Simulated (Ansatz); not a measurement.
**Calculated ¹¹⁹Sn Mössbauer parameters for SnSe**

Cell: a COD entry (the entry's cell lengths or inner coordinates differ somewhat from later room-temperature determinations), taken as it stands.

```
Sn Se
1.0
    11.42000    0.00000    0.00000
     0.00000    4.19000    0.00000
     0.00000    0.00000    4.46000
Sn Se
4 4
Cartesian
  1.4047 1.0475 0.4059
  4.3053 3.1425 2.6359
  7.1147 1.0475 1.8241
  10.0153 3.1425 4.0541
  4.0769 1.0475 0.0714
  1.6331 3.1425 2.3014
  9.7869 1.0475 2.1586
  7.3431 3.1425 4.3886
```

Sites (sets of like atoms) are named by element and the number of their first atom in this list.

Level of theory: DFT, PBE, plane waves and PAW, scalar-relativistic, 420 eV cutoff, Γ-centred 3×7×6 k-points, Fermi–Dirac smearing 0.02 eV (Ansatz 0.2.0).

Isomer shifts (against SnO₂) follow from the electron density at the nucleus, δ = α(ρ − ρ₀), with α = 0.099 mm s⁻¹ a₀³ and ρ₀ = 183191.44 a₀⁻³ from a line fitted to 8 measured compounds at this level of theory (rms miss 0.12 mm/s). ΔE_Q = ½eQV_zz(1 + η²/3)^½ with Q = -0.132 b for the 23.9 keV state.

Question: Give the isomer shift and quadrupole splitting of each Sn site.

Answer: 

| site | atoms | first shell | ρ − ρ₀ (a₀⁻³) | δ (mm/s) | ΔE_Q (mm/s) | η |
| --- | --- | --- | --- | --- | --- | --- |
| Sn | 1, 2, 3, 4 | 3 Se at 2.69–2.83 Å; also 2 Se at 3.32 Å | 33.5 | 3.31 | 1.03 | 0.04 |

The shift of Sn is typical of Sn(II), and the large splitting points to a stereochemically active lone pair.

The largest force is 0.3 eV/Å, so the atoms aren't at the calculated equilibrium and relaxing them would move these values. Without spin–orbit coupling (the program notes it for Sn) the gradients can shift somewhat, as the gap is small. Shifts outside the range of the fitted compounds (-0.5 to 3.2 mm/s for Sn) are extrapolations.
